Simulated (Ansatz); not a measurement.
## Si3N4: do the settings matter for the field gradients?

Cell: a structure deposited in the COD, atoms as given.

Space group P6_3/m (No. 176); a = 7.6140, c = 2.9123 Å, γ = 120.00°.

```
site  Wyckoff  site symmetry       x       y       z
  Si       6h            m..  0.1799  0.7733  0.2500
  N7       2c           -6..  0.3333  0.6667  0.2500
  N9       6h            m..  0.3356  0.0330  0.2500
```

One atom of each set is listed.

Reference run. All values are calculated (Ansatz; DFT, PBE, plane waves and PAW, scalar-relativistic, 420 eV cutoff, Γ-centred 4×4×9 k-points, Fermi–Dirac smearing 0.02 eV), not measured.

Problem. The input is changed as follows: `scf.lower_state_search`: not typed → off. What happens to V_zz (10²¹ V/m²) and η?

Solution. 

```
site  V_zz reference  η reference  V_zz changed  η changed
  Si           -0.95         0.18         -0.95       0.18
  N7           -4.85         0.00         -4.85       0.00
  N9           -5.03         0.05         -5.03       0.05
```

All printed values agree. Mixing, solver and start steer the path to self-consistency, not the state that is reached here. SCF iterations: 7 and 7.

On the reference run: At this cell the principal stresses reach 6 GPa in size with PBE, which can matter for small gradients. The largest force is 0.5 eV/Å, so the atoms aren't at the calculated equilibrium and relaxing them would move these values.
